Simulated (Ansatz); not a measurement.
# TiNb under pressure: fit and missing row

TiNb, Cmmm, a = 3.220 Å, b = 4.589 Å, c = 4.582 Å. The structure is a Materials Project entry; whether it is the stable form wasn't checked. Ansatz: PBEsol, PAW, 420 eV, Γ-centred 16×16×10 mesh on 2 atoms, Gaussian smearing 0.10 eV; no spin polarisation. Cell and atoms are relaxed at each pressure, and no other structure is tried, so the rows at high pressure may lie past a change of phase.

```tsv
V (Å³/atom)	P (GPa)
?	60.00
14.484	30.02
15.510	15.00
16.105	8.00
16.599	2.99
16.928	0.00
17.290	-3.01
```

Take V0 = 16.928 Å³/atom, fit the third-order Birch–Murnaghan form to the other rows, and predict the missing volume.

With the Eulerian strain f = ½[(V0/V)^(2/3) − 1] and y = P/[3f(1 + 2f)^(5/2)], the form is the line y = B0 + 1.5 B0 (B0′ − 4) f. Rows (f, y): 0.05477, 140.9; 0.03003, 143.9; 0.01689, 145.3; 0.00659, 146.4; -0.00700, 148.5. Means f = 0.02026, y = 145.00; Σ(Δf)² = 0.002228, ΣΔfΔy = -0.2678; the slope is their ratio. y = 147.4 − 120.2 f GPa, so B0 = 147.4 GPa and B0′ = 4 + 2 × (-120.2)/(3 × 147.4) = 3.46. P = 60.00 GPa is met at f = 0.09516 (y = 135.96), so V = V0 (1 + 2f)^(−3/2) = 13.035 Å³/atom. The run gave 13.005 Å³/atom, so the fit is 0.030 Å³/atom too high, 0.7 % of the span of the series, against an rms of 0.0007 Å³/atom on the fitted rows. The row lies outside the fitted range. A fourth-order term fitted to the same rows gives P = 61.22 GPa at this row's volume (the line 60.76, the run 60.00), no gain.